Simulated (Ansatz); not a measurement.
Ansatz input file:

```yaml
crystal:
  lattice:
    - [5.474258, -0.037845, -0.014794]
    - [-0.037845, 5.458001, -0.014321]
    - [-0.014794, -0.014321, 5.623118]
  atoms:
    - { symbol: Ga, position: [0.139948346, 0.2826216835, 0.7759934304] }
    - { symbol: Ga, position: [0.8081090194, 0.5830253963, 0.2794099374] }
    - { symbol: Ga, position: [0.2754691532, 0.7040746421, 0.276330457] }
    - { symbol: Ga, position: [0.6767744291, 0.0610590746, 0.5168526969] }
    - { symbol: Ga, position: [0.5889883445, 0.4916738361, 0.7894486445] }
    - { symbol: Ga, position: [0.7933626892, 0.0394382479, 0.034648899] }
    - { symbol: O, position: [0.578433416, 0.7936388914, 0.0316379] }
    - { symbol: O, position: [0.9560553259, 0.0062601774, 0.7030490514] }
    - { symbol: O, position: [0.4275260897, 0.1845167625, 0.713764025] }
    - { symbol: O, position: [0.5791321282, 0.6682071332, 0.4999820822] }
    - { symbol: O, position: [0.0920596613, 0.4098921124, 0.4806181936] }
    - { symbol: O, position: [0.8656743125, 0.4124168249, 0.9755906758] }
    - { symbol: O, position: [0.6429003301, 0.2509718544, 0.2885684496] }
    - { symbol: O, position: [0.3089587054, 0.4017074374, 0.0538062805] }
    - { symbol: O, position: [0.9564256162, 0.8695551272, 0.3302392296] }
basis:
  ecutwfc: 420
kpoints:
  mp_grid: { grid: [4, 4, 4] }
hamiltonian:
  xc: pbe
scf:
  occupations: { method: fermi_dirac, width: 0.1861 }
output:
  forces: true
  stress: true
  eigenvalues: true
  populations: true
  write_density: true
  write_potential: true
  elf: true
  volumetric_format: npy
```

Command:
```bash
ansatz run input.yaml --threads 2 --pin off --max-ram 5120MiB --backend cpu --events-out ev --progress --plain --runs-dir out
```

The calculation used Ansatz, DFT PBE, scalar-relativistic, plane waves, PAW.

From the run's log, abridged (final results; tables in files aren't shown):

```
SCF 1 converged in 9 iterations: F = -27800.956728 eV  dr2 = 6.51e-8
SCF converged after 9 iterations
Free energy (F): -27800.956728 eV
Harris-Foulkes:  -27800.956728 eV  (|F-HF|=2.25e-8)
Internal energy: -27800.900802 eV  (E = F + TS)
E sigma→0 (E₀):  -27800.928765 eV
Entropy (-TS):   -0.055926 eV (-3.728 meV/atom)
Fermi energy:    8.894667 eV
--- Per-component energies (eV) ---
  E_band       = -271.884998
  E_kinetic    = 2282.803281
  E_local      = -15191.356676  (includes V_loc(G=0)·N_el)
  E_nonlocal   = 3027.092999
  E_hartree    = 6833.672892
  E_xc         = -1071.695850
  E_vxc        = -1188.708490  (∫ρ·V_xc dr)
  E_paw        = -13403.601348  (= ΣΔE_a)
  E_vpaw       = -2869.077312  (= ΣTr[D̂ρ^β])
  E_aug_tail   = 0.021172  (compensation charges beyond the density's cutoff)
  E_ewald      = -10277.837271
  E_smearing   = -0.055926  (= −TS)
--- Forces (eV/Å), atoms counted from 1 ---
  atom   1  Ga    -2.65559830     2.33157858     0.82147537
  atom   2  Ga     0.01702703    -5.04474807    -0.62976933
  atom   3  Ga     0.64190333    -3.21222393    -0.22171702
  atom   4  Ga     0.36885121    -3.01870631     3.45507439
  atom   5  Ga    -1.37971131     0.94401569     2.38750912
  atom   6  Ga     0.64871074     2.27402261     0.16954016
  atom   7  O     -1.65772556    -1.55600687     0.38644032
  atom   8  O     -1.68708946    -0.66324921     3.85358467
  atom   9  O      5.84819850    -2.17343314    -1.20104913
  atom  10  O     -2.21593180     2.10751018     1.25871758
  atom  11  O     -1.01349157     3.05890903    -1.83637530
  atom  12  O     -0.45131766     0.09096516    -1.93410287
  atom  13  O      0.02054839     0.46736926    -2.63315880
  atom  14  O      0.23141269     2.80900592    -0.35326606
  atom  15  O      3.28427424     1.58501282    -3.52290699
--- Stress (GPa, compression-positive) ---
       20.136815       3.867261      -1.710994
        3.867262      11.289442      -1.955916
       -1.710995      -1.955917      13.335365
  P = ⅓ Tr σ = 14.9205 GPa (149.205 kbar)
--- Band table (eV; the first three rows and the last of 36) ---
  k-point 0: bands = ["-12.1196", "-11.0902", "-11.0581", "-10.6357", "-10.3180", "-10.1391", "-10.0540", "-8.6135", "-8.2860", "-6.4008", "-6.3352", "-6.3332", "-6.2569", "-6.1995", "-6.1214", "-6.0581", "-6.0484", "-6.0300", "-6.0088", "-5.9841", "-5.9534", "-5.9414", "-5.8711", "-5.8051", "-5.7560", "-5.6896", "-5.6613", "-5.5878", "-5.5538", "-5.5091", "-5.4367", "-5.2959", "-5.1816", "-4.9987", "-4.7268", "-4.5871", "-4.5521", "-4.3227", "-4.1148", "0.5711", "0.7287", "0.9830", "1.3262", "1.6761", "2.4430", "2.6407", "3.1077", "3.3588", "3.8445", "4.2003", "4.5466", "4.8853", "5.0525", "5.2290", "5.5755", "5.6888", "5.9711", "6.1367", "6.2362", "6.2771", "6.9163", "7.1828", "7.3119", "7 ...
  k-point 1: bands = ["-12.0307", "-11.1877", "-11.0662", "-10.6721", "-10.3094", "-10.1326", "-10.0370", "-8.5705", "-8.3331", "-6.4027", "-6.3353", "-6.3291", "-6.2573", "-6.2131", "-6.1134", "-6.0717", "-6.0405", "-6.0328", "-6.0056", "-5.9723", "-5.9583", "-5.9371", "-5.8760", "-5.8052", "-5.7330", "-5.6823", "-5.6555", "-5.5833", "-5.5606", "-5.5170", "-5.4679", "-5.3042", "-5.2216", "-4.9426", "-4.7230", "-4.5820", "-4.5559", "-4.3338", "-4.1215", "0.3667", "0.8516", "0.9951", "1.3753", "2.0742", "2.5479", "2.7757", "3.0360", "3.3641", "3.7855", "3.9754", "4.7052", "4.8732", "4.9243", "5.1979", "5.5369", "5.5902", "5.7586", "5.9912", "6.1620", "6.4080", "6.7590", "7.0175", "7.3727", "7 ...
  k-point 2: bands = ["-11.9069", "-11.3417", "-11.0585", "-10.6948", "-10.2967", "-10.1420", "-10.0159", "-8.4890", "-8.4186", "-6.4042", "-6.3349", "-6.3253", "-6.2577", "-6.2253", "-6.1117", "-6.0819", "-6.0438", "-6.0207", "-5.9952", "-5.9689", "-5.9640", "-5.9418", "-5.8706", "-5.8081", "-5.6937", "-5.6703", "-5.6557", "-5.5900", "-5.5681", "-5.5170", "-5.5015", "-5.2955", "-5.2763", "-4.8994", "-4.7175", "-4.5749", "-4.5585", "-4.3455", "-4.1321", "0.3119", "0.7743", "1.1470", "1.4081", "2.4150", "2.5547", "2.9045", "3.1455", "3.3647", "3.8323", "4.0428", "4.2893", "4.7739", "4.8649", "5.0928", "5.2000", "5.6875", "5.7906", "6.0271", "6.1119", "6.2573", "6.7079", "7.0872", "7.2777", "7 ...
  k-point 35: bands = ["-11.6695", "-11.1889", "-11.0027", "-10.8290", "-10.5101", "-10.3684", "-9.9885", "-8.5318", "-8.3977", "-6.3961", "-6.3451", "-6.3270", "-6.2620", "-6.2132", "-6.1351", "-6.0857", "-6.0550", "-6.0108", "-5.9856", "-5.9683", "-5.9278", "-5.9153", "-5.8719", "-5.8008", "-5.7669", "-5.7337", "-5.6816", "-5.5839", "-5.5571", "-5.5174", "-5.4880", "-5.4408", "-5.2516", "-4.9376", "-4.7203", "-4.6046", "-4.5610", "-4.3576", "-4.0113", "0.8887", "1.3107", "1.4958", "1.7721", "2.1552", "2.3047", "2.6815", "3.1622", "3.3991", "3.5467", "4.1698", "4.3236", "4.5335", "4.6542", "5.0123", "5.2413", "5.3622", "5.5058", "6.0355", "6.3482", "6.4123", "6.7506", "7.0033", "7.1168", "7 ...
--- Löwdin populations: 15 sites ---
  site symbol q [e]
     0     Ga     12.0100
     1     Ga     11.9924
     2     Ga     12.0262
     3     Ga     11.9987
     4     Ga     11.9857
     5     Ga     12.0025
     6      O      6.6241
     7      O      6.6114
     8      O      6.6320
     9      O      6.5941
    10      O      6.6674
    11      O      6.5960
    12      O      6.6174
    13      O      6.5965
    14      O      6.5722
  spilling = 0.003586 (of n_electrons = 132.000000)
```

The run converged.

Time: 35 s on 2 threads of Arm Neoverse V2, on a shared host, peak memory 0.65 GiB.